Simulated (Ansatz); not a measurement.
PbI2:
```
PbI2
1.0
    4.55941     0.00000     0.00000
   -2.27971     3.94856     0.00000
    0.00000     0.00000     6.97132
Pb I
1 2
Cartesian
  0.00000   0.00000   0.00000
  0.00000   2.63238   1.88870
  2.27971   1.31619   5.08263
```

Relaxed with PBE+D3(BJ).

Give the Bader charges and basin volumes of the independent atoms, PBE+D3(BJ) (plane waves, PAW; program Ansatz).



| atom | Bader charge (e) | Bader volume (Å³) |
|---|---|---|
| Pb1 | +0.92 | 27.4 |
| I2 | -0.46 | 48.6 |

Space group P-3m1 (CdI2 type). Symmetry was held in the PBE+D3(BJ) relaxation. Scalar-relativistic: spin–orbit coupling is off unless named, which matters more the heavier the elements.

Potentials: the later of the program's two PAW sets.
